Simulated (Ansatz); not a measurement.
Values for one crystal, relaxed and computed with plane-wave PAW LDA (Ansatz code); other levels are named.

```yaml
volume_per_atom: 19.87 Å³
band_gap: 4.53 eV (indirect)
dynamical_stability_on_the_path: unstable, down to 108i cm⁻¹
conduction_band_minimum: on the Γ–X line, 34 % of the way from Γ (24 equivalent valleys)
Bulk modulus (Birch–Murnaghan fit): 39.6 GPa
valence_band_maximum: at L
electron_effective_mass: 1.5, 3.4, 3.4 mₑ (principal values)
```

Question: Which compound is it?
A) Te2Mo, P6_3/mmc (Mo on 2c, Te on 4f)
B) KRb2BiF6, Fm-3m (K on 4b, Rb on 8c, Bi on 4a, F on 24e)
C) BaBiO3, C2/m (Pearson symbol mS20)
D) ZnS, wurtzite

Answer: B, KRb2BiF6, Fm-3m (K on 4b, Rb on 8c, Bi on 4a, F on 24e)

The first step of the workflow began from a Materials Project structure, measured or hypothetical; the Crystallography Open Database files this formula in space group No. 225, but the cells were not matched. Whether it is the stable phase at ambient conditions was not checked. The LDA relaxation kept the symmetry of its start. Scalar-relativistic: spin–orbit coupling is off unless named, which matters more the heavier the elements.

Potentials: the later of the program's two PAW sets.
